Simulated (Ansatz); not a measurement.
Ni₃Se₂:
```
CELL_PARAMETERS angstrom
      2.98873     1.72555     2.40158
     -2.98873     1.72555     2.40158
      0.00000    -3.45109     2.40158
ATOMIC_POSITIONS crystal
  Se 0.74272 0.74272 0.74272
  Se 0.25728 0.25728 0.25728
  Ni 0.75256 0.24744 0.00000
  Ni 0.00000 0.75256 0.24744
  Ni 0.24744 0.00000 0.75256
```

Relaxed with r²SCAN.

**Question.** Tabulate the valence density and the electron localisation function along the shortest Ni–Ni contact (2.56 Å), the program Ansatz at the r²SCAN level (PAW).

**Answer.** 

| distance from Ni (Å) | density (e/Å³) | ELF |
|---|---|---|
| 0.26 | 33.25 | 0.58 |
| 0.38 | 16.65 | 0.46 |
| 0.51 | 7.12 | 0.35 |
| 0.64 | 2.90 | 0.26 |
| 0.77 | 1.21 | 0.20 |
| 0.90 | 0.58 | 0.17 |
| 1.02 | 0.38 | 0.17 |
| 1.15 | 0.31 | 0.22 |
| 1.28 | 0.29 | 0.26 |
| 1.41 | 0.31 | 0.22 |
| 1.54 | 0.38 | 0.17 |
| 1.66 | 0.58 | 0.17 |
| 1.79 | 1.21 | 0.20 |
| 1.92 | 2.90 | 0.26 |
| 2.05 | 7.12 | 0.35 |
| 2.18 | 16.65 | 0.46 |
| 2.30 | 33.25 | 0.58 |

The density is the valence pseudo-density with augmentation charge, so density and ELF within about 1 Å of a nucleus are not all-electron values.

Space group R32. The workflow started from an entry of the Crystallography Open Database (COD, 293 K). Whether it is the stable phase at ambient conditions was not checked. Symmetry was held in the r²SCAN relaxation; whether a distortion lowers the energy is not shown. The workflow began spin-polarised and lost its moments.

Potentials: the later of the program's two PAW sets.
